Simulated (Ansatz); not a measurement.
## Structure optimisation: palladium, bcc

Level of theory: DFT, m-r2SCAN, plane waves (500 eV) with PAW, scalar-relativistic (Ansatz 0.2.0). The PAW files were generated under PBE, with cores re-solved for the functional.

k-point mesh 14×14×14, Fermi-Dirac smearing 0.05 eV, starting moments 0.50 μB. Cell and atoms relax.

Starting structure:

```cif
data_structure
_symmetry_space_group_name_H-M 'P 1'
_symmetry_Int_Tables_number 1
_cell_length_a 2.6737
_cell_length_b 2.6737
_cell_length_c 2.6737
_cell_angle_alpha 109.471
_cell_angle_beta 109.471
_cell_angle_gamma 109.471
_cell_volume 14.71
loop_
_atom_site_label
_atom_site_type_symbol
_atom_site_fract_x
_atom_site_fract_y
_atom_site_fract_z
_atom_site_occupancy
Pd1 Pd 0.00000 0.00000 0.00000 1
```

Question: What cell does the relaxation end in?

Answer: Im-3m with a = 3.110 Å; 15.05 Å³ per atom against 14.71 at the start (2.3 %).

Question: How much energy does the relaxation gain?

Answer: 4.4 meV per atom.

Question: Which magnetic state does it end in?

Answer: non-magnetic.

m-r²SCAN is r²SCAN on the gauge-invariant kinetic-energy density; without spin polarisation the two are equal.
